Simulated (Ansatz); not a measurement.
Si in space group P4_32_12 (No. 96; Si on 4a, Si on 8b) under volume change, PBE in the plane-wave PAW code Ansatz, shape and atoms relaxed at each volume.

```json
[
 {"V (Å³/atom)": "16.701", "E − E(relaxed) (meV/atom)": "37.4", "P (GPa)": "7.68"},
 {"V (Å³/atom)": "17.252", "E − E(relaxed) (meV/atom)": "15.9", "P (GPa)": "4.83"},
 {"V (Å³/atom)": "17.802", "E − E(relaxed) (meV/atom)": "3.8", "P (GPa)": "2.27"},
 {"V (Å³/atom)": "18.353", "E − E(relaxed) (meV/atom)": "0.0", "P (GPa)": "0.00"},
 {"V (Å³/atom)": "18.904", "E − E(relaxed) (meV/atom)": "3.6", "P (GPa)": "-2.09"},
 {"V (Å³/atom)": "19.454", "E − E(relaxed) (meV/atom)": "13.6", "P (GPa)": "-3.79"},
 {"V (Å³/atom)": "20.005", "E − E(relaxed) (meV/atom)": "29.4", "P (GPa)": "-5.37"}
]
```

**Question.** What does a third-order Birch–Murnaghan fit give for V₀, B₀ and B′?

**Answer.** V₀ = 18.35 Å³/atom, B₀ = 71.1 GPa, B′ = 3.0.

The start of the workflow was typed in or built on a structure type; neither database checked (COD, Materials Project) lists it. It is not the phase usual at ambient conditions (space group No. 227). Symmetry was held in the PBE relaxation; whether a distortion lowers the energy is not shown.

Potentials: the earlier of the program's two PAW sets.
